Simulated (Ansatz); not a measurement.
**Calculated with Ansatz: CaBiO, relaxation**

input.yaml:

```yaml
crystal:
  lattice:
    - [3.928338, 0.0, 0.0]
    - [0.0, 3.928338, 0.0]
    - [0.0, 0.0, 7.442636]
  atoms:
    - { symbol: Bi, position: [0.0, 0.5, 0.171] }
    - { symbol: Bi, position: [0.5, 0.0, 0.829] }
    - { symbol: O, position: [0.0, 0.0, 0.0] }
    - { symbol: O, position: [0.5, 0.5, 0.0] }
    - { symbol: Ca, position: [0.0, 0.5, 0.65] }
    - { symbol: Ca, position: [0.5, 0.0, 0.35] }
  symmetry: { tolerance: 0.0003 }
kpoints:
  mp_grid: { grid: [8, 8, 5], shift: [0, 0, 0] }
magnetization:
  spin_polarized: false
scf:
  occupations: { method: gaussian, width: 0.2876 }
  lower_state_search: "off"
hamiltonian:
  pseudopotentials: { kind: paw }
  xc: pbe
basis:
  ecutwfc: 420
  fft_grid_basis: typed
relax:
  max_steps: 60
  cell: { p_target: 0.0 }
output:
  forces: true
  stress: true
  eigenvalues: true
  bader: true
  populations: true
  elf: true
  write_potential: true
  volumetric_format: npy
  dos:
    e_range: [-12, 8]
    de: 0.05
    projected: { site_lists: { Bi: [Bi], Ca: [Ca], O: [O] } }
checkpoint:
  read: saved_state
```

The command:

```bash
ansatz run input.yaml --threads 2 --pin off --max-ram 2560MiB --backend cpu --events-out ev --progress --plain --runs-dir out
```

Origin of the cell: a known structure type with other elements, at an estimated volume, so it need not be a known compound.

The saved state is a converged single point of the same cell.

Output (shortened):

```
Pseudopotentials: kind: paw
Pseudopotential: Bi, paw, valence charge 15, recommended cutoff 420 eV (normal), Bi.paw.azcp
Pseudopotential: O, paw, valence charge 6, recommended cutoff 420 eV (normal), O.paw.azcp
Pseudopotential: Ca, paw, valence charge 10, recommended cutoff 420 eV (normal), Ca.paw.azcp
Functional definition: PBE
  exchange = pbe_x(kappa = kappa, mu = beta*pi^2/3)
  correlation = pbe_c(beta = beta)
Crystal: 6 atoms, lattice volume = 114.854 Å³
Basis set: ecut = 420 eV, 2273 PW (Γ), exchange–correlation on 54×54×100 points (8 copies of the dense FFT grid, shifted against one another)
Bands: 38, of which v1, the nominal top of the filled ones, is band 31 counted from 1 (30 counted from 0)
Symmetry: 16 space group operations
[… 9 lines left out …]
Initial density: read from a saved state, or passed on in memory by an earlier SCF of this step, an earlier step, the calling program or the single point that the run made first
Functional: x = pbe(κ = 0.804, μ = 0.219515), c = pbe(β = 0.066725)
SCF iter   1: F=—  HF=-29557.918200 eV  Δρ=9.50e-4  dr2=3.30e-3
SCF iter   2: F=—  HF=-29557.918194 eV  Δρ=5.45e-4  dr2=1.27e-3
SCF iter   3: F=—  HF=-29557.918123 eV  Δρ=1.10e-4  dr2=4.90e-5
SCF iter   4: F=—  HF=-29557.918134 eV  Δρ=4.84e-5  dr2=3.93e-6
SCF iter   5: F=—  HF=-29557.918135 eV  Δρ=2.06e-5  dr2=7.18e-7
SCF iter   6: F=-29557.918135 eV  HF=-29557.918135 eV  Δρ=5.02e-6  dr2=4.67e-8
relax step   1: F+E_penalty+E_count = -29557.918135 eV  Δ(F+E_penalty+E_count) = +0.000e0 eV  max|allowed force component| = 8.488e-1 eV/Å  Δτ_max = 0.0000 Å  P = +18.648 GPa  Ω = 114.854 Å³ […]
relax step   2: F+E_penalty+E_count = -29559.096876 eV  Δ(F+E_penalty+E_count) = -1.179e0 eV  max|allowed force component| = 3.785e-1 eV/Å  Δτ_max = 0.0447 Å  P = +5.706 GPa  Ω = 129.313 Å³ […]
relax step   3: F+E_penalty+E_count = -29559.568375 eV  Δ(F+E_penalty+E_count) = -4.715e-1 eV  max|allowed force component| = 2.806e-1 eV/Å  Δτ_max = 0.0816 Å  P = +1.388 GPa  Ω = 138.931 Å³ […]
relax step   4: F+E_penalty+E_count = -29559.847532 eV  Δ(F+E_penalty+E_count) = -2.792e-1 eV  max|allowed force component| = 2.516e-1 eV/Å  Δτ_max = 0.0762 Å  P = -1.342 GPa  Ω = 144.257 Å³ […]
relax step   5: F+E_penalty+E_count = -29559.990293 eV  Δ(F+E_penalty+E_count) = -1.428e-1 eV  max|allowed force component| = 1.437e-1 eV/Å  Δτ_max = 0.0540 Å  P = -1.543 GPa  Ω = 143.068 Å³ […]
relax step   6: F+E_penalty+E_count = -29560.030098 eV  Δ(F+E_penalty+E_count) = -3.981e-2 eV  max|allowed force component| = 1.685e-1 eV/Å  Δτ_max = 0.0549 Å  P = +1.038 GPa  Ω = 137.003 Å³ […]
relax step   7: F+E_penalty+E_count = -29560.037372 eV  Δ(F+E_penalty+E_count) = -7.275e-3 eV  max|allowed force component| = 3.526e-1 eV/Å  Δτ_max = 0.0683 Å  P = +0.758 GPa  Ω = 136.059 Å³ […]
relax step   8: F+E_penalty+E_count = -29560.069505 eV  Δ(F+E_penalty+E_count) = -3.213e-2 eV  max|allowed force component| = 1.449e-1 eV/Å  Δτ_max = 0.0511 Å  P = +0.179 GPa  Ω = 136.548 Å³ […]
relax step   9: F+E_penalty+E_count = -29560.112339 eV  Δ(F+E_penalty+E_count) = -4.283e-2 eV  max|allowed force component| = 1.574e-1 eV/Å  Δτ_max = 0.1268 Å  P = +0.069 GPa  Ω = 134.841 Å³ […]
relax step  10: F+E_penalty+E_count = -29560.247215 eV  Δ(F+E_penalty+E_count) = -1.349e-1 eV  max|allowed force component| = 4.819e-1 eV/Å  Δτ_max = 0.1789 Å  P = +0.217 GPa  Ω = 131.992 Å³ […]
relax step  11: F+E_penalty+E_count = -29560.566163 eV  Δ(F+E_penalty+E_count) = -3.189e-1 eV  max|allowed force component| = 9.465e-1 eV/Å  Δτ_max = 0.1903 Å  P = +0.210 GPa  Ω = 129.160 Å³ […]
relax step  12: F+E_penalty+E_count = -29561.140298 eV  Δ(F+E_penalty+E_count) = -5.741e-1 eV  max|allowed force component| = 1.350e0 eV/Å  Δτ_max = 0.1952 Å  P = -0.076 GPa  Ω = 126.971 Å³ […]
[… 2 lines left out …]
relax step  15: F+E_penalty+E_count = -29564.223135 eV  Δ(F+E_penalty+E_count) = -1.175e0 eV  max|allowed force component| = 1.762e0 eV/Å  Δτ_max = 0.1951 Å  P = -0.352 GPa  Ω = 122.307 Å³  e […]
relax step  16: F+E_penalty+E_count = -29565.388947 eV  Δ(F+E_penalty+E_count) = -1.166e0 eV  max|allowed force component| = 1.311e0 eV/Å  Δτ_max = 0.1972 Å  P = +0.225 GPa  Ω = 122.514 Å³  e […]
relax step  17: F+E_penalty+E_count = -29566.147298 eV  Δ(F+E_penalty+E_count) = -7.584e-1 eV  max|allowed force component| = 5.847e-1 eV/Å  Δτ_max = 0.1981 Å  P = +2.282 GPa  Ω = 124.006 Å³ […]
relax step  18: F+E_penalty+E_count = -29566.377896 eV  Δ(F+E_penalty+E_count) = -2.306e-1 eV  max|allowed force component| = 9.290e-2 eV/Å  Δτ_max = 0.1589 Å  P = +1.208 GPa  Ω = 131.606 Å³ […]
relax step  19: F+E_penalty+E_count = -29566.396256 eV  Δ(F+E_penalty+E_count) = -1.836e-2 eV  max|allowed force component| = 3.262e-1 eV/Å  Δτ_max = 0.0366 Å  P = -0.561 GPa  Ω = 137.188 Å³ […]
relax step  20: F+E_penalty+E_count = -29566.418764 eV  Δ(F+E_penalty+E_count) = -2.251e-2 eV  max|allowed force component| = 3.188e-2 eV/Å  Δτ_max = 0.0626 Å  P = -0.061 GPa  Ω = 137.192 Å³ […]
relax step  21: F+E_penalty+E_count = -29566.418900 eV  Δ(F+E_penalty+E_count) = -1.367e-4 eV  max|allowed force component| = 5.051e-3 eV/Å  Δτ_max = 0.0088 Å  P = -0.006 GPa  Ω = 137.572 Å³ […]
relax step  22: F+E_penalty+E_count = -29566.501499 eV  Δ(F+E_penalty+E_count) = -8.260e-2 eV  max|allowed force component| = 4.764e-3 eV/Å  Δτ_max = 0.0000 Å  P = +0.792 GPa  Ω = 137.572 Å³  stress off target by 9.78e-1 GPa […]
relax step  23: F+E_penalty+E_count = -29566.505299 eV  Δ(F+E_penalty+E_count) = -3.800e-3 eV  max|allowed force component| = 4.189e-2 eV/Å  Δτ_max = 0.0169 Å  P = +0.071 GPa  Ω = 140.034 Å³ […]
relax step  24: F+E_penalty+E_count = -29566.505005 eV  Δ(F+E_penalty+E_count) = +2.944e-4 eV  max|allowed force component| = 1.294e-2 eV/Å  Δτ_max = 0.0146 Å  P = +0.025 GPa  Ω = 140.714 Å³ […]
relax step  25: F+E_penalty+E_count = -29566.505034 eV  Δ(F+E_penalty+E_count) = -2.896e-5 eV  max|allowed force component| = 1.065e-4 eV/Å  Δτ_max = 0.0023 Å  P = -0.000 GPa  Ω = 140.717 Å³ […]
relax step  26: F+E_penalty+E_count = -29566.509090 eV  Δ(F+E_penalty+E_count) = -4.056e-3 eV  max|allowed force component| = 1.946e-4 eV/Å  Δτ_max = 0.0000 Å  P = +0.007 GPa  Ω = 140.717 Å³  stress off target by 7.81e-3 GPa […]
SCF 26 converged in 6 iterations: F = -29566.509090 eV  dr2 = 5.31e-12
basis re-selected at this cell: Δ(F+E_penalty+E_count) = -4.056e-3 eV, ΔP = +0.007 GPa vs the last step (what re-selecting the basis moved, of the pressure what is left beyond the Pulay corre […]
SCF converged after 6 iterations
Free energy (F): -29566.509090 eV
Harris-Foulkes:  -29566.509090 eV  (|F-HF|=1.09e-11)
Internal energy: -29566.399376 eV  (E = F + TS)
E sigma→0 (E₀):  -29566.454233 eV
Entropy (-TS):   -0.109714 eV (-18.286 meV/atom)
Fermi energy:    7.570044 eV
--- Per-component energies (eV) ---
  E_band       = -492.682575
  E_kinetic    = 1513.775112
  E_local      = -5358.176917  (includes V_loc(G=0)·N_el)
  E_nonlocal   = 1342.618533
  E_hartree    = 1801.484216
  E_xc         = -726.475719
  E_vxc        = -821.571175  (∫ρ·V_xc dr)
  E_paw        = -23358.861820  (= ΣΔE_a)
  E_vpaw       = -772.300494  (= ΣTr[D̂ρ^β])
  E_aug_tail   = 0.003926  (compensation charges beyond the density's cutoff)
  E_ewald      = -4780.766706
  E_smearing   = -0.109714  (= −TS)
  Σ components = -29566.509090   (vs F -29566.509090, Δ=0.00e0)
--- Forces (eV/Å), atoms counted from 1 ---
  atom   1  Bi     0.000000    -0.000000     0.000021
  atom   2  Bi    -0.000000     0.000000    -0.000021
  atom   3  O      0.000000    -0.000000    -0.000000
  atom   4  O     -0.000000     0.000000     0.000000
  atom   5  Ca    -0.000000     0.000000    -0.000195
  atom   6  Ca     0.000000    -0.000000     0.000195
  max |Σ_I F_I| component: 2.78e-17 eV/Å
--- Stress (GPa, compression-positive) ---
        0.006991       0.000000       0.000000
        0.000000       0.006991       0.000000
        0.000000       0.000000       0.007809
  P = ⅓ Tr σ = 0.0073 GPa (0.073 kbar)
--- Relaxed structure (24 steps of the walk, 24 accepted, 2 SCFs on fresh bases) ---
  F+E_penalty+E_count = -29566.509090 eV   max|allowed force component| = 1.946e-4 eV/Å   (the final SCF, on the basis selected at the relaxed cell)
  cell:  # Å, volume = 140.7173 Å³
    - [4.294431, 0.0, 0.0]
    - [0.0, 4.294431, 0.0]
    - [0.0, 0.0, 7.630206]
  atoms:
    - { symbol: Bi, position: [0.0, 0.5, 0.414481] }
    - { symbol: Bi, position: [0.5, 0.0, 0.585519] }
    - { symbol: O, position: [0.0, 0.0, 7.769e-19] }
    - { symbol: O, position: [0.5, 0.5, 7.769e-19] }
    - { symbol: Ca, position: [0.0, 0.5, 0.909195] }
    - { symbol: Ca, position: [0.5, 0.0, 0.090805] }
--- Löwdin populations: 6 sites ---
  site symbol       q [e]
     0     Bi     15.0711
     1     Bi     15.0711
     2      O      7.2510
     3      O      7.2510
     4     Ca      8.3188
     5     Ca      8.3188
  spilling = 0.011585 (of n_electrons = 62.000000)
--- Bader charges: 6 sites ---
  site symbol  charge [e]  shift [e]
     0     Bi     -0.1051     0.0000
     1     Bi     -0.1051     0.0000
     2      O     -1.3656     0.0009
     3      O     -1.3656     0.0009
     4     Ca      1.4707     0.0009
     5     Ca      1.4707     0.0009
  estimated error of the sums over rays = 3.1e-4 e
```

Before:

Space group P4/nmm (No. 129); the run's cell has a = 3.928 Å, b = 3.928 Å, c = 7.443 Å, α = 90.00°, β = 90.00°, γ = 90.00°. Shortest distances: Bi–O 2.34 Å, O–O 2.78 Å, Bi–Ca 3.08 Å, Ca–O 3.26 Å, Ca–Ca 3.56 Å.

The relaxed structure.

Space group P4/nmm (No. 129); the run's cell has a = 4.294 Å, b = 4.294 Å, c = 7.630 Å, α = 90.00°, β = 90.00°, γ = 90.00°. Shortest distances: Ca–O 2.26 Å, O–O 3.04 Å, Bi–Bi 3.31 Å, Ca–Ca 3.34 Å.

| Quantity | Value |
| --- | --- |
| Free energy lowered by | 1431.8 meV/atom |
| Volume change | 22.52 % |
| Final pressure | 0.01 GPa |
| Relaxation steps listed | 26 |

Caveats: no spin, though holes on the anions or broken bonds may carry moments; no spin-orbit coupling, though heavy elements are present; the relaxation held the start's symmetry, so the end may be a saddle point; wide smearing.

It ran for 300 s of wall time on 2 CPU thread(s) of a shared host, from a saved density.
